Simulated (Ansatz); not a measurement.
Cu3Sn: computed property card

Cu3Sn:
```cif
data_Cu12Sn4
_chemical_formula_sum 'Cu12 Sn4'
_space_group_name_H-M_alt 'Fm-3m'
_space_group_IT_number 225
_space_group_name_Hall '-F 4 2 3'
_cell_length_a 6.08063
_cell_length_b 6.08063
_cell_length_c 6.08063
_cell_angle_alpha 90.000
_cell_angle_beta 90.000
_cell_angle_gamma 90.000
loop_
_atom_site_label
_atom_site_type_symbol
_atom_site_symmetry_multiplicity
_atom_site_Wyckoff_symbol
_atom_site_fract_x
_atom_site_fract_y
_atom_site_fract_z
_atom_site_occupancy
Cu1 Cu 4 b 0.50000 0.50000 0.50000 1
Cu2 Cu 8 c 0.25000 0.25000 0.25000 1
Sn1 Sn 4 a 0.00000 0.00000 0.00000 1
```
(The calculation used a cell of 4 atoms; values per cell refer to that cell.)

Space group Fm-3m (No. 225); conventional cell a = b = c = 6.0806 Å, α = β = γ = 90.00°.

Method: DFT-r²SCAN in the program Ansatz with PAW potentials. Geometry: relaxed at this level of theory. Other levels are named where they apply.

**Cell and energy**

```
Quantity                                                       Value
-----------------------------------------------------  -------------
Volume per atom                                             14.05 Å³
Density                                                   9.14 g/cm³
Formation energy from the elements (no fitted shifts)  0.088 eV/atom
```

**Electronic structure**

```
Property                                                                     Value
------------------------------------  --------------------------------------------
Electronic character                                             metallic (no gap)
Density of states at the Fermi level  0.21 states/eV per atom (mean over ±0.08 eV)
Gap with spin–orbit coupling                                       none (metallic)
```

**Mechanics**

```
Property                              Value
----------------------------------  -------
Bulk modulus (Birch–Murnaghan fit)  126 GPa
Pressure derivative B′                  5.2
```

**Charges**

```
Item                                   Value
-------------  -----------------------------
Bader charges  Cu -0.11 to +0.02, Sn +0.19 e
```

The workflow started from a Materials Project entry (that database holds measured and hypothetical structures alike); the Crystallography Open Database copy checked does not list it. COD files the formula under space group No. 59, 63. With Cu and Sn taken as one species the cell has the higher symmetry Im-3m, so it may be an ordered model of a mixed-site phase. Its standing as an ambient phase is unchecked. The cell was relaxed with r²SCAN under the symmetry of its start; whether a distortion lowers the energy is not shown. The run is not spin-polarised. The references are the lowest solids computed at this level, not always the standard phases. Scalar-relativistic: spin–orbit coupling is off unless named, which matters more the heavier the elements.

Potentials: the later of the program's two PAW sets.
